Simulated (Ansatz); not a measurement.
CsTlO:
Space group C2/m (No. 12); a = 14.2830 Å, b = 3.7838 Å, c = 6.6162 Å, α = γ = 90.00°, β = 106.41°

```tsv
atom	site	symmetry	x	y	z
Cs	4i	m	0.1221	0.0000	0.3424
Tl	4i	m	0.3498	0.0000	0.1412
O	4i	m	0.2516	0.5000	0.2032
```
(The calculation used a cell of 6 atoms; values per cell refer to that cell.)

Relaxed with r²SCAN.

Problem. Which orbitals make up the states near the band edges in r²SCAN in the plane-wave PAW code Ansatz?

Solution. Top 1 eV of the valence band: O 2p 56 %, Tl 6p 21 %, Tl 6s 16 %. Bottom 1 eV of the conduction band: Tl 6p 58 %, Cs 6s 8 %, O 2p 7 %, outside the projected shells 16 %. Projections are on Löwdin-orthogonalised atomic valence shells; empty p or d shells of many metals are not among them.

Problem. Tabulate the density of states.

Solution. States/eV per cell of 6 atoms, in 0.25 eV bins, energy from the valence-band maximum.

| E (eV) | total | O 2p | Tl 6p | Tl 6s |
|---|---|---|---|---|
| -7.85 | 0.65 | 0.00 | 0.00 | 0.00 |
| -7.60 | 0.00 | 0.00 | 0.00 | 0.00 |
| -7.35 | 0.00 | 0.00 | 0.00 | 0.00 |
| -7.10 | 0.00 | 0.00 | 0.00 | 0.00 |
| -6.85 | 0.00 | 0.00 | 0.00 | 0.00 |
| -6.60 | 0.00 | 0.00 | 0.00 | 0.00 |
| -6.35 | 0.00 | 0.00 | 0.00 | 0.00 |
| -6.10 | 0.00 | 0.00 | 0.00 | 0.00 |
| -5.85 | 0.00 | 0.00 | 0.00 | 0.00 |
| -5.60 | 0.00 | 0.00 | 0.00 | 0.00 |
| -5.35 | 0.34 | 0.08 | 0.02 | 0.19 |
| -5.10 | 6.13 | 1.61 | 0.22 | 3.52 |
| -4.85 | 9.53 | 2.67 | 0.26 | 5.63 |
| -4.60 | 0.00 | 0.00 | 0.00 | 0.00 |
| -4.35 | 0.00 | 0.00 | 0.00 | 0.00 |
| -4.10 | 0.00 | 0.00 | 0.00 | 0.00 |
| -3.85 | 0.00 | 0.00 | 0.00 | 0.00 |
| -3.60 | 0.00 | 0.00 | 0.00 | 0.00 |
| -3.35 | 0.00 | 0.00 | 0.00 | 0.00 |
| -3.10 | 0.00 | 0.00 | 0.00 | 0.00 |
| -2.85 | 0.00 | 0.00 | 0.00 | 0.00 |
| -2.60 | 0.00 | 0.00 | 0.00 | 0.00 |
| -2.35 | 2.74 | 1.85 | 0.66 | 0.03 |
| -2.10 | 6.57 | 4.59 | 1.31 | 0.13 |
| -1.85 | 5.82 | 4.47 | 0.90 | 0.05 |
| -1.60 | 2.68 | 2.25 | 0.25 | 0.02 |
| -1.35 | 6.92 | 5.94 | 0.48 | 0.03 |
| -1.10 | 8.95 | 7.52 | 0.50 | 0.21 |
| -0.85 | 4.42 | 2.61 | 0.74 | 0.67 |
| -0.60 | 1.90 | 0.85 | 0.55 | 0.40 |
| -0.35 | 3.44 | 1.92 | 0.75 | 0.55 |
| -0.10 | 4.56 | 2.70 | 0.91 | 0.72 |
| 0.15 | 0.00 | 0.00 | 0.00 | 0.00 |
| 0.40 | 0.00 | 0.00 | 0.00 | 0.00 |
| 0.65 | 0.00 | 0.00 | 0.00 | 0.00 |
| 0.90 | 0.00 | 0.00 | 0.00 | 0.00 |
| 1.15 | 0.00 | 0.00 | 0.00 | 0.00 |
| 1.40 | 0.00 | 0.00 | 0.00 | 0.00 |
| 1.65 | 0.00 | 0.00 | 0.00 | 0.00 |
| 1.90 | 0.15 | 0.01 | 0.07 | 0.00 |
| 2.15 | 0.42 | 0.03 | 0.22 | 0.01 |
| 2.40 | 1.16 | 0.08 | 0.67 | 0.03 |
| 2.65 | 2.40 | 0.17 | 1.42 | 0.05 |
| 2.90 | 3.36 | 0.26 | 1.95 | 0.08 |
| 3.15 | 3.47 | 0.35 | 1.84 | 0.09 |
| 3.40 | 4.10 | 0.48 | 2.04 | 0.12 |
| 3.65 | 3.80 | 0.45 | 1.81 | 0.16 |
| 3.90 | 4.65 | 0.56 | 2.10 | 0.27 |
| 4.15 | 4.65 | 0.50 | 1.72 | 0.32 |
| 4.40 | 4.16 | 0.32 | 1.31 | 0.23 |
| 4.65 | 3.77 | 0.23 | 1.16 | 0.18 |
| 4.90 | 4.31 | 0.25 | 1.42 | 0.16 |
| 5.15 | 4.24 | 0.27 | 1.28 | 0.19 |
| 5.40 | 3.16 | 0.17 | 0.71 | 0.10 |
| 5.65 | 5.24 | 0.21 | 0.91 | 0.11 |
| 5.90 | 2.90 | 0.11 | 0.66 | 0.08 |
| 6.15 | 4.19 | 0.16 | 0.91 | 0.08 |
| 6.40 | 4.06 | 0.13 | 0.82 | 0.07 |
| 6.65 | 5.13 | 0.17 | 1.15 | 0.06 |

The first step of the workflow began from a Materials Project structure, measured or hypothetical; the Crystallography Open Database copy checked does not list it. Its standing as an ambient phase is unchecked. Symmetry was held in the r²SCAN relaxation; its stability against distortions is not shown here. Scalar-relativistic: spin–orbit coupling is off unless named, which matters more the heavier the elements.

Potentials: the later of the program's two PAW sets.
